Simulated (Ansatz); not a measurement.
**Zone-centre phonons of Hf2S at 25 GPa: input and output**

All numbers below come from Ansatz, DFT LDA, scalar-relativistic, plane waves, PAW.

Launched with:
```bash
ansatz run input.yaml --threads 2 --pin off --max-ram 6144MiB --backend cpu --events-out ev --progress --plain --runs-dir out
```

Input (bare energies are in eV):
```yaml
crystal:
  lattice:
    - [3.1410277385, 0.0, 0.0]
    - [-1.5705138693, 2.7202098155, 0.0]
    - [0.0, 0.0, 11.3074032687]
  atoms:
    - { symbol: Hf, position: [0.6666666667, 0.3333333333, 0.8999808163] }
    - { symbol: Hf, position: [0.3333333333, 0.6666666667, 0.3999808163] }
    - { symbol: Hf, position: [0.6666666667, 0.3333333333, 0.6000191837] }
    - { symbol: Hf, position: [0.3333333333, 0.6666666667, 0.1000191837] }
    - { symbol: S, position: [0.0, 0.0, 0.75] }
    - { symbol: S, position: [0.0, 0.0, 0.25] }
basis:
  ecutwfc: 420
kpoints:
  mp_grid: { grid: [12, 12, 4] }
hamiltonian:
  xc: lda
scf:
  occupations: { method: fermi_dirac, width: 0.15 }
output:
  eigenvalues: true
phonons:
  method: dfpt
  eigenvectors: true
```

The end of the output:
```
--- Phonons (Γ-DFPT): 4 representative perturbations + reference, on 164 of 576 k-points (Σ response iterations 17) ---
  k mesh reduced under 2 symmetry operations, with k and −k counted as one. Each operation leaves every solved perturbation unchanged. A smaller set is not used because it would not reduce the number of displacements ...
  ASR residual: 5.126e-4 → 0.000e0 eV/Å²; symmetrization residual: 2.490e-6 eV/Å²
  ASR residual per site (eV/Å²): 5.13e-4 5.13e-4 5.13e-4 5.13e-4 5.07e-5 5.07e-5
  Γ frequencies (cm⁻¹): 0.00 0.00 0.00 75.51 75.51 98.50 98.50 130.10 130.10 140.72 156.04 187.66 317.45 317.45 322.11 322.11 404.10 406.45
  non-analytic LO–TO correction: not included (Born effective charges unavailable; polar crystals: no LO–TO splitting at Γ)
```

Time: 6.5 min on 2 threads of Intel(R) Xeon(R) Platinum 8375C CPU @ 2.90GHz (Ice Lake), on a shared host, peak memory 3.4 GiB.

In a metal, frequencies and elastic constants depend on the k mesh and the smearing, soft modes and shear constants most. Spin–orbit coupling is left out, which matters for heavy elements. Other phases may be more stable at this pressure. A semilocal functional can close a gap that the real compound has.